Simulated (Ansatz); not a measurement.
Ansatz run, YSi2Pd2

Input file of Ansatz 0.2.0:

```yaml
crystal:
  lattice:
    - [0.0, 3.947568, 0.0]
    - [3.947568, 0.0, 0.0]
    - [1.973784, 1.973784, -5.092086]
  atoms:
    - { symbol: Si, position: [0.375, 0.375, 0.25] }
    - { symbol: Si, position: [0.625, 0.625, 0.75] }
    - { symbol: Pd, position: [0.75, 0.25, 0.5] }
    - { symbol: Pd, position: [0.25, 0.75, 0.5] }
    - { symbol: "Y", position: [0.0, 0.0, 0.0] }
  symmetry: { tolerance: 0.0003 }
kpoints:
  mp_grid: { grid: [9, 9, 9], shift: [0, 0, 0] }
  band_path:
    path:
      - [0.0, 0.0, 0.0]
      - [0.5, 0.5, 0.5]
      - [0.5, 0.5, 0.25]
      - [0.0, 0.5, 0.0]
      - [0.0, 0.0, 0.0]
      - [0.0, 0.0, -0.5]
      - [0.0, 0.42487616, -0.28756192]
      - [0.0, 0.57512384, 0.28756192]
      - [0.0, 0.0, 0.0]
      - [0.5, 0.5, 0.5]
      - [0.42487616, 0.57512384, 0.5]
    npoints: 6
magnetization:
  spin_polarized: false
scf:
  occupations: { method: fermi_dirac }
  lower_state_search: "off"
  max_iter: 200
hamiltonian:
  pseudopotentials: { kind: paw }
  xc: r2scan
basis:
  ecutwfc: 500
  fft_grid_basis: typed
output:
  forces: true
  stress: true
  eigenvalues: true
  bader: true
  populations: true
  elf: true
  write_potential: true
  volumetric_format: npy
  dos:
    e_range: [-12, 8]
    de: 0.05
    projected: { site_lists: { Pd: [Pd], Si: [Si], "Y": ["Y"] } }
checkpoint:
  read: saved_state
```

The run starts from an earlier solution of this cell. 

Parts of the output:

```
Pseudopotentials: kind: paw
Pseudopotential: Si, paw, valence charge 4, recommended cutoff 500 eV (meta_gga), Si.paw.azcp
Pseudopotential: Pd, paw, valence charge 18, recommended cutoff 500 eV (meta_gga), Pd.paw.azcp
Pseudopotential: Y, paw, valence charge 11, recommended cutoff 500 eV (meta_gga), Y.paw.azcp
Functional definition: r2SCAN
  exchange = r2scan_x(k0 = k0, k1 = k1, a1 = a1)
  correlation = r2scan_c
Crystal: 5 atoms, lattice volume = 79.351 Å³
Basis set: ecut = 500 eV, 2003 PW (Γ), exchange–correlation on 120×120×180 points (64 copies of the dense FFT grid, shifted against one another)
Bands: 33, of which v1, the nominal top of the filled ones, is band 28 counted from 1 (27 counted from 0)
Symmetry: 16 space group operations
Space group: I4/mmm (ITA 139), of the structure as read, at distance tolerance 1.3e-3 Å
k-points: 75 of 729
Initial density: read from a saved state, or passed on in memory by an earlier SCF of this step, an earlier step, the calling program or the single point that the run made first
Functional: x = r2scan, c = r2scan; τ floored in thin density (d = 2e-4 eV/Å³)
SCF iter   1: F=-19113.7243 eV  Δρ=2.10e-3  dr2=5.88e-3  dr2_τ=1.58e-3
SCF iter   2: F=-19113.7283 eV  Δρ=8.90e-4  dr2=8.58e-4  dr2_τ=1.24e-4
SCF iter   3: F=-19113.7285 eV  Δρ=3.84e-4  dr2=2.78e-4  dr2_τ=1.06e-5
SCF iter   4: F=-19113.7287 eV  Δρ=1.08e-4  dr2=4.15e-6  dr2_τ=6.33e-7
SCF iter   5: F=-19113.7287 eV  Δρ=1.91e-5  dr2=2.72e-7  dr2_τ=1.64e-8
SCF iter   6: F=-19113.7287 eV  Δρ=5.65e-6  dr2=2.84e-8  dr2_τ=1.69e-9
Free energy (F): -19113.7287 eV
Harris-Foulkes:  -19113.7287 eV  (|F-HF|=3.03e-8)
Internal energy: -19113.6432 eV  (E = F + TS)
E sigma→0 (E₀):  -19113.6859 eV
Entropy (-TS):   -0.0855 eV (-17.106 meV/atom)
Fermi energy:    15.7165 eV
--- Forces (eV/Å), atoms counted from 1 ---
  atom   1  Si     0.0000     0.0000     2.3543
  atom   2  Si     0.0000     0.0000    -2.3543
  atom   3  Pd     0.0000     0.0000     0.0000
  atom   4  Pd     0.0000     0.0000     0.0000
  atom   5  Y      0.0000     0.0000     0.0000
--- Stress (GPa, compression-positive) ---
       18.9044       0.0000       0.0000
        0.0000      18.9044       0.0000
        0.0000       0.0000       5.6558
  P = ⅓ Tr σ = 14.4882 GPa (144.882 kbar)
--- Löwdin populations: 5 sites ---
  site symbol       q [e]
     0     Si      4.6232
     1     Si      4.6232
     2     Pd     17.2490
     3     Pd     17.2490
     4      Y     10.7661
  spilling = 0.0089 (of n_electrons = 55.0000)
--- Bader charges: 5 sites ---
  site symbol  charge [e]  shift [e]
     0     Si      0.1652     0.0116
     1     Si      0.1653     0.0116
     2     Pd     -1.0193     0.0116
     3     Pd     -1.0193     0.0116
     4      Y      1.7081     0.0000
```

Origin: a known structure type with other elements, at an estimated volume, so it need not be a known compound. Caveats: atoms or cell far from equilibrium.
